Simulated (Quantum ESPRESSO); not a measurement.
# Moving one atom in Si6AsAl

The results below are calculated, not measured. They come from pw.x of Quantum ESPRESSO 7.5, a plane-wave density functional program, with PseudoDojo standard norm-conserving files (v0.5 for PBE, v0.4.1 for LDA and PBEsol). The cells are made up: elements, strain and atom displacements were drawn at random, and nothing was relaxed. There is no spin polarisation, spin-orbit coupling or dispersion term.

The cell has 8 sites of a zincblende or diamond lattice. Sites 1 to 4 hold Si Si As Si; sites 5 to 8 hold Si Si Al Si. Cell vectors in Å: (5.390, -0.072, -0.064); (-0.072, 5.351, 0.019); (-0.064, 0.019, 5.419). Settings: PBE, cutoff 1143 eV, 6 x 6 x 6 k mesh shifted by half a step, Fermi-Dirac smearing of 0.1 eV.

Each run shifts the Si atom on site 4 along z and leaves all else fixed. Site 5 is one of its nearest neighbours. E is the free energy of the cell above the lowest run shown.

```
run  shift (Å)  Fz on site 4 (eV/Å)  Fz on site 5 (eV/Å)  P (GPa)  E (meV)
  1    -0.0760                0.839               -1.016     9.27     26.2
  2    -0.0367                0.327               -0.881     9.28      3.3
  3    -0.0226                0.140               -0.831     9.29      0.0
  4     0.0019               -0.186               -0.741     9.32      0.5
  5     0.0215               -0.448               -0.666     9.36      6.8
  7     0.0917               -1.396               -0.385     9.55     71.4
  6     0.0373                    ?                    ?        ?        ?
```

A rerun of one of these cells at 1437 eV and k mesh 8 x 8 x 8 moved values by no more than 0.002 eV in the cell's energy, 0.02 GPa in stress and 0.003 eV/Å in force.

## Worked fit

A parabola through the six runs shown gives Fz on site 4 = -0.160 - 13.30 u - 1.9 u² eV/Å, with u in Å and a scatter of 0.002 eV/Å. Minus the slope, 13.30 ± 0.05 eV/Å², is this atom's force constant along z at u = 0, with its periodic images moving too. The fitted force vanishes at u = -0.012 Å, where the energy should be lowest along this line. The error is the larger of the fit's own and the change that a cubic makes, rounded up.

## Withheld run

Question: what Fz on site 4 should run 6 give?

The fit gives -0.659 eV/Å. The calculation gave -0.661 eV/Å.

```
run  shift (Å)  Fz on site 4 (eV/Å)  Fz on site 5 (eV/Å)  P (GPa)  E (meV)
  6     0.0373               -0.661               -0.605     9.39     15.5
```